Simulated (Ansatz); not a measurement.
ScTaPb$_{2}$O$_{6}$:
Space group Fm-3m (No. 225); a = b = c = 8.132 Å, α = β = γ = 90.00°

```
atom  site  symmetry       x       y       z
----  ----  --------  ------  ------  ------
Sc      4a      m-3m  0.0000  0.0000  0.0000
Ta      4b      m-3m  0.5000  0.5000  0.5000
Pb      8c      -43m  0.2500  0.2500  0.2500
O      24e      4m.m  0.0000  0.0000  0.2563
```
(The calculation used a cell of 10 atoms; values per cell refer to that cell.)

This is the r²SCAN-relaxed structure.

All from plane-wave PAW r²SCAN (Ansatz code), unless another level is named. Give the electron effective mass with spin–orbit coupling.

0.21, 0.41, 0.41 mₑ (principal values).

Predict the band gap.

3.07 eV (direct).

And the electron effective mass?

0.20, 0.37, 0.37 mₑ (principal values).

The workflow started from a Materials Project entry (that database holds measured and hypothetical structures alike); the Crystallography Open Database copy checked does not list it. Its standing as an ambient phase is unchecked. The r²SCAN relaxation kept the symmetry of its start; whether a distortion lowers the energy is not shown. The run is not spin-polarised. Scalar-relativistic: spin–orbit coupling is off unless named, which matters more the heavier the elements.

Potentials: the later of the program's two PAW sets.
